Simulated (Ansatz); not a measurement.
MgF2 (rutile)

```
CELL_PARAMETERS angstrom
      4.63887     0.00000     0.00000
      0.00000     4.63887     0.00000
      0.00000     0.00000     3.06237
ATOMIC_POSITIONS crystal
  Mg 0.00000 0.00000 0.00000
  Mg 0.50000 0.50000 0.50000
  F  0.30340 0.30340 0.00000
  F  0.80340 0.19660 0.50000
  F  0.19660 0.80340 0.50000
  F  0.69660 0.69660 0.00000
```

The volume is varied about the relaxed value V₀ at fixed cell shape. The atoms relax within the cell's symmetry.

These are PBEsol (plane waves to 420 eV, PAW, scalar-relativistic; Ansatz, a quantum-chemistry and plane-wave program) values and carry that method's errors. k mesh 7×7×11 (Γ-centred), Fermi-Dirac smearing 0.05 eV. The energy includes the smearing's −TS. MgF2 was relaxed with its symmetry unable to fall. ΔE is measured from the relaxed starting cell.

### Question
Estimate the ΔE (meV/atom) for V/V₀ = 0.950, 0.980, 0.990, 1.020, 1.030.

### Answer
```json
[
 {"V/V₀": "0.950", "ΔE (meV/atom)": "9.3"},
 {"V/V₀": "0.980", "ΔE (meV/atom)": "1.4"},
 {"V/V₀": "0.990", "ΔE (meV/atom)": "0.4"},
 {"V/V₀": "1.020", "ΔE (meV/atom)": "1.3"},
 {"V/V₀": "1.030", "ΔE (meV/atom)": "2.9"}
]
```

(A scan under strain: stresses follow from slopes of the energy per volume, elastic moduli from its curvatures.)
